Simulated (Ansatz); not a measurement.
K3Ir2O6, one structure, two calculations

Cell: a measured structure from the Crystallography Open Database (COD), its atoms then relaxed with PBE in this cell.

```cif
data_K3Ir2O6
_symmetry_space_group_name_H-M 'R-3:H'
_symmetry_Int_Tables_number 148
_cell_length_a 10.7907
_cell_length_b 10.7907
_cell_length_c 10.5055
_cell_angle_alpha 90.000
_cell_angle_beta 90.000
_cell_angle_gamma 120.000
loop_
_atom_site_label
_atom_site_type_symbol
_atom_site_symmetry_multiplicity
_atom_site_Wyckoff_symbol
_atom_site_fract_x
_atom_site_fract_y
_atom_site_fract_z
K K 18 f 0.7044 0.6417 0.5081
Ir7 Ir 3 a 0.0000 0.0000 0.0000
Ir8 Ir 3 b 0.0000 0.0000 0.5000
Ir9 Ir 6 c 0.0000 0.0000 0.2500
O11 O 18 f 0.8175 0.4626 0.4576
O17 O 18 f 0.0295 0.1534 0.3748
```

One atom of each set is listed; the run and its k-mesh use a cell of 22 atoms with edges of 7.15, 7.15, 7.15 Å.

First run. Computed with Ansatz: DFT, PBE, plane waves and PAW, scalar-relativistic, 420 eV cutoff, Γ-centred 5×5×5 k-points, Fermi–Dirac smearing 0.05 eV.

```json
{"site": "K", "V_zz (10²¹ V/m²)": "2.49", "η": "0.90"}
{"site": "Ir7", "V_zz (10²¹ V/m²)": "12.41", "η": "0.00"}
{"site": "Ir8", "V_zz (10²¹ V/m²)": "10.92", "η": "0.00"}
{"site": "Ir9", "V_zz (10²¹ V/m²)": "12.08", "η": "0.00"}
{"site": "O11", "V_zz (10²¹ V/m²)": "-7.76", "η": "0.25"}
{"site": "O17", "V_zz (10²¹ V/m²)": "-7.94", "η": "0.20"}
```

Second run. The same atoms and settings, except that the functional is r2SCAN and the cutoff is 500 eV.

Problem. What does the second run give?

Solution. 

| site | V_zz | η | change of V_zz |
| --- | --- | --- | --- |
| K | 2.63 | 0.87 | +0.14 |
| Ir7 | 11.27 | 0.00 | -1.14 |
| Ir8 | 10.21 | 0.00 | -0.71 |
| Ir9 | 10.99 | 0.00 | -1.09 |
| O11 | -7.94 | 0.28 | -0.18 |
| O17 | -8.02 | 0.23 | -0.08 |

The largest change of V_zz is on Ir7, from 12.41 to 11.27. In per cent, |V_zz| changes by +6 on K, -9 to -7 on Ir, +1 to +2 on O (all sites that start above 2).

With no gap above 0.1 eV, as in a metal, the gradients converge slowly in k; expect changes of a tenth or more on a denser mesh. Spin–orbit coupling is left out, which shifts gradients on Ir by a few per cent in wide-gap crystals, and can shift them far more where the calculated gap is small or absent, as here. Semilocal functionals can leave a metal where correlation in the d or f shell opens a gap in the real compound, and that would change the values at and beside Ir.
For the second run: The largest force is 0.4 eV/Å, so the atoms aren't at the calculated equilibrium and relaxing them would move these values.
